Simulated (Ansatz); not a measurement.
Cd$_{2}$TeS:
```cif
data_Cd2STe
_chemical_formula_sum 'Cd2 Te1 S1'
_space_group_name_H-M_alt 'P3m1'
_space_group_IT_number 156
_space_group_name_Hall 'P 3 -2"'
_cell_length_a 4.34641
_cell_length_b 4.34641
_cell_length_c 7.14135
_cell_angle_alpha 90.000
_cell_angle_beta 90.000
_cell_angle_gamma 120.000
loop_
_atom_site_label
_atom_site_type_symbol
_atom_site_symmetry_multiplicity
_atom_site_Wyckoff_symbol
_atom_site_fract_x
_atom_site_fract_y
_atom_site_fract_z
_atom_site_occupancy
Cd1 Cd 1 c 0.66667 0.33333 0.47219 1
Cd2 Cd 1 a 0.00000 0.00000 0.02489 1
Te1 Te 1 a 0.00000 0.00000 0.63101 1
S1 S 1 c 0.66667 0.33333 0.11990 1
```

Relaxed at zero pressure with PBEsol in the plane-wave PAW code Ansatz.

Question: The volume is raised by 3 % and shape and atoms relax at that volume. What pressure results, and how do the axes share the change?

Answer: -1.3 GPa; a 1.0 %, b 1.0 %, c 0.9 %; the energy rises by 4 meV/atom.

Question: Give the new structure.

Answer: 
Space group P3m1 (No. 156); a = b = 4.391 Å, c = 7.206 Å, α = β = 90.00°, γ = 120.00°

```csv
atom,site,symmetry,x,y,z
Cd,1c,3m.,0.6667,0.3333,0.4730
Cd,1a,3m.,0.0000,0.0000,0.0243
Te,1a,3m.,0.0000,0.0000,0.6299
S,1c,3m.,0.6667,0.3333,0.1207
```

The phase is kept; no other phase was compared at this pressure.

The workflow started from a Materials Project entry (that database holds measured and hypothetical structures alike); the Crystallography Open Database copy checked does not list it. Its standing as an ambient phase is unchecked. The cell was relaxed with PBEsol under the symmetry of its start; of distortions, only those at the zone centre were tested. Scalar-relativistic: spin–orbit coupling is off unless named, which matters more the heavier the elements.

Potentials: the later of the program's two PAW sets.
